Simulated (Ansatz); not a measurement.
Cell and atoms are relaxed with the symmetry kept. Start:

```yaml
crystal:
  lattice:
    - [3.97600, 0.00000, 0.00000]
    - [-1.98800, 3.44332, 0.00000]
    - [0.00000, 0.00000, 6.43200]
  atoms:
    - { symbol: Mn, position: [0.33333, 0.66667, 0.00000] }
    - { symbol: Mn, position: [0.66667, 0.33333, 0.50000] }
    - { symbol: S, position: [0.33333, 0.66667, 0.38500] }
    - { symbol: S, position: [0.66667, 0.33333, 0.88500] }
```

Computed with Ansatz, DFT PBEsol, scalar-relativistic, plane waves, PAW.

Cutoff 420 eV; k points 12×12×8 on the computed 4-atom cell (Γ-centred); Gaussian smearing, width 0.10 eV; collinear spin from starting moments 4.56 4.56 0.14 0.14 μB.

Q: What does it relax to?

A: The volume goes down by 0.80 Å³/atom to 21.21 Å³/atom, and the energy falls by 6.5 meV/atom. The cell ends with a moment of 9.78 μB (only this magnetic start was tried). Final structure:
```cif
data_structure
_symmetry_space_group_name_H-M 'P 1'
_symmetry_Int_Tables_number 1
_cell_length_a 3.9326
_cell_length_b 3.9326
_cell_length_c 6.3356
_cell_angle_alpha 90.000
_cell_angle_beta 90.000
_cell_angle_gamma 120.000
_cell_volume 84.85
loop_
_atom_site_label
_atom_site_type_symbol
_atom_site_fract_x
_atom_site_fract_y
_atom_site_fract_z
_atom_site_occupancy
Mn1 Mn 0.33333 0.66667 0.00279 1
Mn2 Mn 0.66667 0.33333 0.50279 1
S1 S 0.33333 0.66667 0.38221 1
S2 S 0.66667 0.33333 0.88221 1
```

The state reached may not be the lowest one. The program reads another magnetic order as possibly lower. Moments started parallel, and an antiferromagnetic order may lie lower.

This wurtzite form isn't the usual stable structure of the compound.